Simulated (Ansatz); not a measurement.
ZrO2:
```
CELL_PARAMETERS angstrom
      4.86773     0.00000     0.00000
      0.00000     4.86773     0.00000
      0.00000     0.00000     3.25725
ATOMIC_POSITIONS crystal
  Zr 0.00000 0.00000 0.00000
  Zr 0.50000 0.50000 0.50000
  O  0.69423 0.30577 0.00000
  O  0.30577 0.69423 0.00000
  O  0.19423 0.19423 0.50000
  O  0.80577 0.80577 0.50000
```

Plane-wave PAW r²SCAN (Ansatz code) gives a gap of 4.13 eV without spin–orbit coupling, maximum at Γ, minimum at Γ.

Task: What happens when spin–orbit coupling is switched on?

Result: The gap stays essentially unchanged, to 4.13 eV; maximum at Γ, minimum at R.

Task: Give the electron effective mass with spin–orbit coupling.

Result: 0.62, 0.88, 1.2 mₑ (principal values).

Task: Give the hole effective mass with spin–orbit coupling.

Result: 1.9, 1.9, 2.1 mₑ (principal values).

Space group P4_2/mnm (rutile). The first step of the workflow began from a Materials Project structure, measured or hypothetical; the Crystallography Open Database copy checked does not list it. It is not the phase usual at ambient conditions (space group No. 14). The r²SCAN relaxation kept the symmetry of its start; its stability against distortions is not shown here. No spin polarisation was allowed.

Potentials: the later of the program's two PAW sets.
